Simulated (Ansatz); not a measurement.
B₂Ir:
```
CELL_PARAMETERS angstrom
      3.09841     0.00000     0.00000
     -1.54920     2.68330     0.00000
      0.00000     0.00000     3.18187
ATOMIC_POSITIONS crystal
  Ir 0.00000 0.00000 0.00000
  B  0.33333 0.66667 0.50000
  B  0.66667 0.33333 0.50000
```

Relaxed with PBEsol. Special points in fractions of this cell's reciprocal vectors: Γ (0.000, 0.000, 0.000); M (0.500, 0.000, 0.000); K (0.333, 0.333, 0.000); A (0.000, 0.000, 0.500); L (0.500, 0.000, 0.500); H (0.333, 0.333, 0.500).

Task: List the band energies nearest the Fermi level at these points for PBEsol (plane waves, PAW; program Ansatz).

Result: In eV from the Fermi level; about four levels below and three above (degenerate sets whole), none deeper than 8.9 eV; … stands for higher levels left out; points with the same levels are listed once.

| k | below | above |
|---|---|---|
| Γ | -5.80 -5.80 -3.51 -2.26 -2.26 | 1.65 1.65 3.74 3.74 |
| M | -4.74 -2.82 -1.23 -0.36 | 1.94 5.22 5.74 |
| K | -5.21 -5.21 -2.15 -2.15 -1.88 | 5.54 5.54 8.38 |
| A | -3.80 -3.80 -1.98 -1.98 -1.80 | 4.46 7.60 … |
| L | -7.38 -4.99 -1.10 -0.98 | 1.90 2.12 2.48 |
| H | -7.06 -6.00 -6.00 -1.15 | 1.47 1.68 1.68 |

Space group P6/mmm. A made-up cell: these elements were put on the sites of a structure type; neither database checked (COD, Materials Project) lists it. Whether it is the stable phase at ambient conditions was not checked. The cell was relaxed with PBEsol under the symmetry of its start. At this level the phase is dynamically unstable (imaginary phonons). The run is not spin-polarised. Scalar-relativistic: spin–orbit coupling is off unless named, which matters more the heavier the elements.

Potentials: the earlier of the program's two PAW sets. The files were generated under PBE; for other functionals the program regenerates the frozen cores, and for LDA and PBEsol the local potential too.
